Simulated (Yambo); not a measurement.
Yambo run on Ag$_{2}$S (space group P2_1/m, No. 11). The wavefunctions are PBEsol (Quantum ESPRESSO, PseudoDojo norm-conserving, 82 Ry, no spin-orbit coupling) ones on a 4×2×4 mesh (44 occupied bands); a = 4.222 Å, b = 7.405 Å, c = 4.234 Å, α = γ = 90.00°, β = 111.80°.

Yambo input:

```
rim_cut
gw0
dyson
el_el_corr
HF_and_locXC
ppa
em1d
RandQpts= 1000000
RandGvec= 1 Ry
EXXRLvcs= 82 Ry
VXCRLvcs= 328 Ry
Chimod= "HARTREE"
% BndsRnXp
 17 | 155 |
%
NGsBlkXp= 6 Ry
% LongDrXp
 1.0 | 1.0 | 1.0 |
%
PPAPntXp= 27.2114 eV
% GbndRnge
 1 | 110 |
%
GTermKind= "none"
DysSolver= "n"
ExtendOut
% QPkrange
 1 | 1 | 44 | 45 |
 3 | 3 | 44 | 44 |
%
```

k points by index: 1 = Γ, 3 = (0, 0, -0.5).

Table of the .qp output:

```
#    K-point    Band    Eo [eV]    E [eV]    E-Eo [eV]    Vxc [eV]    Vnlxc [eV]    Sc|Eo [eV]    Sc|E [eV]    dSc/dw|Eo [eV]    Re(Z)    Im(Z)
#
    1    44    -0.026332    -0.053002    -0.026669    -19.67053    -23.41067    3.706242    3.713474    -7.349263    0.787349    -0.001366
    1    45    1.099931    1.764138    0.664207    -11.90629    -7.999998    -3.092158    -3.242090    -6.141634    0.815858    -0.001193
    3    44    0.000000    -0.030615    -0.030615    -19.02827    -22.48266    3.415585    3.423769    -7.249840    0.789621    -0.001358
```
(The two width columns are left out.) Convergence of these settings isn't established.

Geometry of the Materials Project entry, not relaxed at this level.

The structure is a Materials Project entry; no match was found in the copy of COD used, and its stability was not checked.
